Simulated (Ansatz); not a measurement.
SrTiO₃ (cubic perovskite)

```
SrTiO3
1.0
    3.93649     0.00000     0.00000
    0.00000     3.93649     0.00000
    0.00000     0.00000     3.93649
Sr Ti O
1 1 3
Direct
  0.00000   0.00000   0.00000
  0.50000   0.50000   0.50000
  0.00000   0.50000   0.50000
  0.50000   0.50000   0.00000
  0.50000   0.00000   0.50000
```

The slice is a {110} plane (indices of the conventional cell) through the point (0.000, 0.500, 0.500) (fractional), spanned by u = [100] and v = [011] in vectors of this cell: u (3.94 Å) and v (5.57 Å, at 90° to u). It covers one period; positions are fractions (u, v).

Computed with PBE (plane waves to 420 eV, PAW, scalar-relativistic; Ansatz, a program for electronic structure). k mesh 8×8×8. Inside the PAW spheres the values are not all-electron values, and peaks at nuclei hang on which shells count as valence. SrTiO3 is run without spin polarisation. SrTiO3 was relaxed with its symmetry unable to fall. The PAW data are Ansatz's earlier set.

Problem. What is the ELF at the midpoint of the shortest Ti–O line in this plane (1.97 Å)?

Solution. 0.20.

Problem. What is the valence density on the shortest Ti–O line in this plane (1.97 Å), at its midpoint?

Solution. 0.69 e/Å³.

Problem. Sketch the valence electron density on this plane as a map.

Solution. 
```
v \ u  0.00  0.15  0.30  0.45  0.60  0.75  0.90
-----  ----  ----  ----  ----  ----  ----  ----
0.93    0.6   0.1  -0.2   0.8   0.6  -0.3   0.4
0.86   -0.1  -0.5  -0.7  -0.1  -0.3  -0.7  -0.3
0.79   -0.8  -0.9  -1.0  -0.7  -0.8  -1.0  -0.9
0.71   -0.6  -0.9  -1.1  -0.9  -0.9  -1.1  -0.8
0.64    0.1  -0.2  -1.0  -1.1  -1.1  -0.8   0.0
0.57    0.4   0.3  -0.8  -1.3  -1.3  -0.4   0.4
0.50    0.1   0.4  -0.6  -1.5  -1.3  -0.2   0.4
0.43    0.4   0.3  -0.8  -1.3  -1.3  -0.4   0.4
0.36    0.1  -0.2  -1.0  -1.1  -1.1  -0.8   0.0
0.29   -0.6  -0.9  -1.1  -0.9  -0.9  -1.1  -0.8
0.21   -0.8  -0.9  -1.0  -0.7  -0.8  -1.0  -0.9
0.14   -0.1  -0.5  -0.7  -0.1  -0.3  -0.7  -0.3
0.07    0.6   0.1  -0.2   0.8   0.6  -0.3   0.4
0.00    0.9   0.3   0.1   1.0   0.9  -0.2   0.7
```

Values: log₁₀ of the valence density in e/Å³. The scale is logarithmic, as a density can span decades between atoms and voids.
